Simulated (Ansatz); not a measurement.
LaNbHO2:
```xyz
5
Lattice="4.1406 0.0000 0.0000 0.0000 4.1406 0.0000 0.0000 0.0000 3.7098" Properties=species:S:1:pos:R:3 pbc="T T T"
La     2.0703     2.0703     1.8549
Nb     0.0000     0.0000     0.0000
O      2.0703     0.0000     0.0000
O      0.0000     2.0703     0.0000
H      0.0000     0.0000     1.8549
```

Relaxed with PBE. Special points in fractions of this cell's reciprocal vectors: Γ (0.000, 0.000, 0.000); X (0.000, 0.500, 0.000); M (0.500, 0.500, 0.000); Z (0.000, 0.000, 0.500); R (0.000, 0.500, 0.500); A (0.500, 0.500, 0.500).

Q: List the band energies nearest the Fermi level at these points for PBE in the plane-wave PAW code Ansatz.

A: In eV from the Fermi level; about four levels below and three above (degenerate sets whole), none deeper than 8.9 eV; points with the same levels are listed once.

| k | below | above |
|---|---|---|
| Γ | -1.48 -0.61 -0.61 -0.35 | 0.73 1.39 1.39 |
| X | -5.82 -5.32 -0.39 -0.36 | 0.95 1.07 1.18 |
| M | -7.25 -6.47 -6.47 -4.58 | 1.04 1.04 1.17 |
| Z | -3.32 -1.40 -1.40 -0.98 | 0.57 1.42 1.51 |
| R | -5.20 -5.12 -3.80 -2.46 | 0.56 0.58 1.14 |
| A | -6.00 -6.00 -5.22 -4.48 | 0.62 0.62 0.79 |

Space group P4/mmm. The start of the workflow was typed in or built on a structure type; neither database checked (COD, Materials Project) lists it. Its standing as an ambient phase is unchecked. Symmetry was held in the PBE relaxation; its stability against distortions is not shown here. The workflow began spin-polarised and lost its moments. The cell computed holds one magnetic atom, so no antiferromagnetic order was within reach. Scalar-relativistic: spin–orbit coupling is off unless named, which matters more the heavier the elements.

Potentials: the earlier of the program's two PAW sets.
